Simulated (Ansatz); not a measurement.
# Is this Zr3H structure a true minimum?

The cell was found from a proposed guess, not taken from experiment.

The calculation used DFT PBE, scalar-relativistic, plane waves, PAW in Ansatz. Settings: cutoff 420 eV, Γ-centred mesh 6×6×6 on the computed 8-atom cell, Gaussian smearing of 0.10 eV; no spin polarisation.

The cell below (8 atoms, space group P6_322 (No. 182)) is relaxed within its symmetry.

```
CELL_PARAMETERS angstrom
5.61646 0.00000 0.00000
-2.80823 4.86399 0.00000
0.00000 0.00000 5.23641
ATOMIC_POSITIONS crystal
Zr 0.67048 0.67048 0.00000
Zr 0.67048 0.00000 0.50000
Zr 0.00000 0.67048 0.50000
Zr 0.32952 0.32952 0.50000
Zr 0.00000 0.32952 0.00000
Zr 0.32952 0.00000 0.00000
H 0.33333 0.66667 0.25000
H 0.66667 0.33333 0.75000
```

For the test it was strained at random (σ = 1.5 % a component), the atoms were moved at random (σ = 0.15 Å), and all was relaxed again on a coarse 4×6×6 mesh (in the run’s order of axes) with 0.20 eV smearing, with no symmetry imposed.

Question: Does it come back?

Answer: It doesn't return. The energy falls by 14 meV/atom on that mesh, the volume changes by 0.2 %, and the end has space group C2 (No. 5) at a loose tolerance. Relaxed again on a 6×6×6 mesh with 0.10 eV smearing, the new structure lies 14 meV/atom below the first (mesh in the axes of the run's cell; the cell below is made exact in the group named). Space group C2 (No. 5), monoclinic, a = 9.340 Å, b = 5.867 Å, c = 5.230 Å, β = 90.1°. Zr on a site of symmetry 2 is surrounded by 2 H at 2.20 Å and 12 Zr at 3.09–3.37 Å; Zr on a site of symmetry 1 is surrounded by 2 H at 2.14–2.24 Å and 12 Zr at 3.02–3.43 Å; Zr on a second site of symmetry 2 is surrounded by 2 H at 2.21 Å and 12 Zr at 3.09–3.38 Å; H has 5 Zr at 2.14–2.24 Å; 1 more site not described.

```
Zr H
1.0
     4.66994   -2.93370    0.00000
     4.66994    2.93370    0.00000
    -0.01205    0.00000    5.23048
Zr H
6 2
Direct
  0.37473 0.62527 0.50000
  0.97712 0.68989 0.99064
  0.31011 0.02288 0.00936
  0.65432 0.34568 0.00000
  0.71815 0.94937 0.49131
  0.05063 0.28185 0.50869
  0.29567 0.37583 0.78631
  0.62417 0.70433 0.21369
```
